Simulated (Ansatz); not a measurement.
# TiO$_{2}$ (P4_2/mnm) under pressure

```yaml
crystal:
  lattice:
    - [4.54816, 0.00000, 0.00000]
    - [0.00000, 4.54816, 0.00000]
    - [0.00000, 0.00000, 2.91713]
  atoms:
    - { symbol: Ti, position: [0.00000, 0.00000, 0.00000] }
    - { symbol: Ti, position: [0.50000, 0.50000, 0.50000] }
    - { symbol: O, position: [0.30397, 0.30397, 0.00000] }
    - { symbol: O, position: [0.19603, 0.80397, 0.50000] }
    - { symbol: O, position: [0.69603, 0.69603, 0.00000] }
    - { symbol: O, position: [0.80397, 0.19603, 0.50000] }
```

This is the zero-pressure cell under LDA. Cell and atoms are relaxed by PAW (default files of Ansatz 0.2.0, cutoff 420 eV, stress met within about 0.05 GPa) at each pressure, in this structure whether or not another phase would take over; P is the pressure reached, less that of this cell. Levels come from LDA, all-electron LAPW in Ansatz 0.2.0, scalar-relativistic; k mesh 6×6×8, fixed occupations, basis error target 0.5 meV/atom. Conduction levels are in eV over the valence top (at Γ), at fixed fractional wave vectors.

```csv
P (GPa),V/V₀,c/a,Γ,R (oblique),M ⊥ z,X ⊥ z
-1.98,1.0084,0.6402,1.849,1.883,1.889,2.555
0.00,1.0000,0.6414,1.854,1.890,1.894,2.568
2.01,?,?,?,?,?,?
4.00,0.9842,0.6435,1.866,1.905,1.909,2.599
7.00,0.9733,0.6449,1.876,1.918,1.922,2.624
10.01,0.9631,0.6461,1.888,1.932,1.936,2.650
15.00,0.9472,0.6480,1.909,1.955,1.961,2.695
```

Q: Fit the third-order Birch-Murnaghan equation to the rows shown.

A: With f = [(V₀/V)^(2/3) − 1]/2, the normalised pressure F = P/[3f(1 + 2f)^(5/2)] is 241.3 GPa at f = -0.0028, 244.2 GPa at f = 0.0053, 245.5 GPa at f = 0.0091, 246.6 GPa at f = 0.0127, 248.2 GPa at f = 0.0184. The line F = B₀[1 + (3/2)(B′ − 4)f] gives B₀ = 242.4 GPa and B′ = 4.9.

Q: What are the volume deformation potentials and pressure coefficients of these levels at zero pressure?

A: 

| level | dE/dlnV (eV) | dE/dP = −(dE/dlnV)/B₀ (meV/GPa) | mean slope up to 4.0 GPa (meV/GPa) |
| --- | --- | --- | --- |
| Γ | -0.64 | 2.6 | 3.0 |
| R (oblique) | -0.86 | 3.5 | 3.9 |
| M ⊥ z | -0.77 | 3.2 | 3.6 |
| X ⊥ z | -1.77 | 7.3 | 7.7 |

dE/dlnV is the slope of a cubic fit in ln V at V₀. The last column is read from two rows and shows how the slope bends with pressure.

Q: What belongs in the row at 2.01 GPa?

A: The fits give V/V₀ = 0.9919 and Γ = 1.859 eV. Computed: V/V₀ = 0.9919, c/a = 0.6425, Γ = 1.859, R (oblique) = 1.897, M ⊥ z = 1.901, X ⊥ z = 2.584.

Limits of these numbers: no other phase was computed; many crystals of this kind change structure within this range, and rows or crossings beyond such a change describe a metastable lattice; the frozen-core PAW files of the relaxations were fitted under PBE, their cores solved anew for this functional; semilocal gaps are low, and the spacing of valleys can be off by tenths of an eV; levels are read at fixed fractional k, so an edge that moves off these points is missed.
